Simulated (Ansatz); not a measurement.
CaPd3O4 (space group Pm-3n)

```xyz
16
Lattice="5.7264 0.0000 0.0000 0.0000 5.7264 0.0000 0.0000 0.0000 5.7264" Properties=species:S:1:pos:R:3 pbc="T T T"
Ca     2.8632     2.8632     2.8632
Ca     0.0000     0.0000     0.0000
Pd     0.0000     2.8632     1.4316
Pd     0.0000     2.8632     4.2948
Pd     1.4316     0.0000     2.8632
Pd     4.2948     0.0000     2.8632
Pd     2.8632     1.4316     0.0000
Pd     2.8632     4.2948     0.0000
O      1.4316     1.4316     1.4316
O      4.2948     4.2948     4.2948
O      1.4316     4.2948     4.2948
O      4.2948     1.4316     1.4316
O      4.2948     4.2948     1.4316
O      1.4316     1.4316     4.2948
O      4.2948     1.4316     4.2948
O      1.4316     4.2948     1.4316
```

The volume is varied about the relaxed value V₀ at fixed cell shape. Symmetry pins the atoms to their sites.

Computed with PBEsol (plane waves to 420 eV, PAW, scalar-relativistic; Ansatz, a first-principles code). k mesh 7×7×7 (Γ-centred), Fermi-Dirac smearing 0.05 eV. E stands for the smeared free energy. At this level the bands of CaPd3O4 touch or barely overlap. CaPd3O4 is run without spin polarisation and with no Hubbard U. CaPd3O4 was relaxed with its symmetry unable to fall. ΔE is measured from the relaxed starting cell. The last digit holds for this mesh only.

```json
[
 {"V (Å³/atom)": "9.858", "ΔE (meV/atom)": "245.5"},
 {"V (Å³/atom)": "10.328", "ΔE (meV/atom)": "126.3"},
 {"V (Å³/atom)": "10.797", "ΔE (meV/atom)": "51.5"},
 {"V (Å³/atom)": "11.267", "ΔE (meV/atom)": "11.9"},
 {"V (Å³/atom)": "11.736", "ΔE (meV/atom)": "0.0"},
 {"V (Å³/atom)": "12.206", "ΔE (meV/atom)": "10.1"},
 {"V (Å³/atom)": "12.675", "ΔE (meV/atom)": "37.6"},
 {"V (Å³/atom)": "13.144", "ΔE (meV/atom)": "78.8"},
 {"V (Å³/atom)": "13.614", "ΔE (meV/atom)": "130.7"}
]
```

What is the fitted pressure derivative B₀′?

4.8.

What bulk modulus B₀ follows from a third-order Birch-Murnaghan fit?

186 GPa. Check by three points about V = 11.736 Å³/atom, step 0.939: d²E/dV² ≈ (52 − 2·0 + 38) meV / 0.939² = 0.102 eV/Å⁶, and V·d²E/dV² × 160.2 = 192 GPa.

(A scan under strain: stresses follow from slopes of the energy per volume, elastic moduli from its curvatures.)
